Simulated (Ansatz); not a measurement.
Relaxed ScAl$_{3}$ (Cu3Au type):

```yaml
crystal:
  lattice:
    - [4.10550, 0.00000, 0.00000]
    - [0.00000, 4.10550, 0.00000]
    - [0.00000, 0.00000, 4.10550]
  atoms:
    - { symbol: Al, position: [0.00000, 0.50000, 0.50000] }
    - { symbol: Al, position: [0.50000, 0.50000, 0.00000] }
    - { symbol: Al, position: [0.50000, 0.00000, 0.50000] }
    - { symbol: Sc, position: [0.00000, 0.00000, 0.00000] }
```

Computed with PBE (plane waves to 420 eV, PAW, scalar-relativistic; Ansatz, a first-principles code). k mesh 9×9×9 (Γ-centred), Fermi-Dirac smearing 0.05 eV. With partly filled bands, energies and forces of such displacements shift with the k mesh and the smearing. ScAl3 is run without spin polarisation. ScAl3 was relaxed with its symmetry unable to fall.

One atom of the cell was then moved (with its periodic images), all else fixed, and the forces (eV/Å) came out as:

```csv
atom,Fx,Fy,Fz
Al1,-0.829,-1.117,-1.117
Al2,0.348,0.009,0.357
Al3,0.348,0.357,0.009
Sc4,0.133,0.750,0.750
```

Q: Which atom was moved, and by which vector (Å)?

A: Al1, by (0.17, 0.17, 0.17), 0.29 Å in all.

(A displaced cell: forces are minus the slopes of the energy, force constants its curvatures, and phonons follow from these.)
